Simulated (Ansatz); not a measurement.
Relaxed-ion elastic tensor of TaO2 (rutile, P4_2/mnm) in GPa (Voigt order), the program Ansatz at the PBEsol level (PAW); density 10.12 g/cm³, 11.64 Å³ per atom.

```
367  277  191  0.0  0.0  0.0
277  367  191  0.0  0.0  0.0
191  191  410  0.0  0.0  0.0
0.0  0.0  0.0  102  0.0  0.0
0.0  0.0  0.0  0.0  102  0.0
0.0  0.0  0.0  0.0  0.0  273
```

**Question.** Is the crystal mechanically stable?

**Answer.** Yes: the smallest eigenvalue of C is 90.4 GPa.

**Question.** Work out the Voigt, Reuss and Hill averages.

**Answer.** K_V = 273, K_R = 273, K_H = 273; G_V = 128, G_R = 92.6, G_H = 110 GPa.

**Question.** Give Young's modulus, Poisson's ratio, Pugh's ratio and the universal anisotropy index.

**Answer.** E = 9KG/(3K + G) = 291 GPa; ν = 0.32; K/G = 2.48 (ductile by the Pugh limit of 1.75); A_U = 5G_V/G_R + K_V/K_R − 6 = 1.90.

**Question.** Estimate the sound speeds and the Debye temperature.

**Answer.** v_l = √((K + 4G/3)/ρ) = 6440 m/s, v_t = √(G/ρ) = 3300 m/s, mean 3700 m/s; Θ = (h/k)(3n/4πV)^(1/3) v_m = 485 K.

**Question.** How much does each axis shrink under pressure?

**Answer.** Linear compressibilities β_i = Σ_j S_ij (j = 1 to 3): x 1.1, y 1.1, z 1.4 per TPa.

The first step of the workflow began from a Materials Project structure, measured or hypothetical; the Crystallography Open Database copy checked does not list it. Its standing as an ambient phase is unchecked. The cell was relaxed with PBEsol under the symmetry of its start; of distortions, only those at the zone centre were tested. No spin polarisation was allowed. As this level gives no gap, shear constants depend on the k-mesh and smearing (Fermi–Dirac, 0.1 eV here). On the denser mesh and wider smearing of the elastic run this cell carries a stress of 0.5 GPa. Spin–orbit coupling is left out wherever it is not named.

Potentials: the later of the program's two PAW sets.
